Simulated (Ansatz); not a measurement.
RuAl: how much do the potentials matter?

RuAl in the CsCl structure, in a typed cell, not relaxed.

```
CELL_PARAMETERS angstrom
3.00000 0.00000 0.00000
0.00000 3.00000 0.00000
0.00000 0.00000 3.00000
ATOMIC_POSITIONS crystal
Ru 0.00000 0.00000 0.00000
Al 0.50000 0.50000 0.50000
```

Method (Ansatz, development build): PBE; k mesh 6×6×6; Fermi–Dirac smearing of 0.1 eV; no spin. Phonons (finite displacements in cells commensurate with each q) are harmonic and in cm⁻¹; i marks an unstable mode. Zone-centre lists hold the optical modes without the non-analytic term.

Caveats: coarse k mesh; soft modes or ε∞ of this crystal moved by over a tenth between k meshes, so they aren't converged.

The reference is the run on all-electron PAW datasets (no frozen core) at 320 eV and 13.50 Å³ an atom: top Γ mode (cm⁻¹) 308; lowest mode at q = [0.5, 0.5, 0.5] (cm⁻¹) 198; top mode at q = [0.5, 0.5, 0.5] (cm⁻¹) 332.

Q: The same calculation was made on Ansatz generated PAW, Ansatz hand-made PAW, JTH PAW, PseudoDojo norm-conserving, GBRV ultrasoft, Ansatz norm-conserving. How far do the results move?

A: 
```tsv
potentials	cutoff (eV)	top Γ mode (cm⁻¹)	lowest mode at q = [0.5, 0.5, 0.5] (cm⁻¹)	top mode at q = [0.5, 0.5, 0.5] (cm⁻¹)
Ansatz generated PAW	420	308	198	332
Ansatz hand-made PAW	900	308	198	332
JTH PAW	1800	309	198	332
PseudoDojo norm-conserving	1143	310	199	333
GBRV ultrasoft	544	308	198	332
Ansatz norm-conserving	1143	309	198	332
```

The largest move among the frequencies in the table is 2.3 cm⁻¹, in the top Γ mode on PseudoDojo norm-conserving.
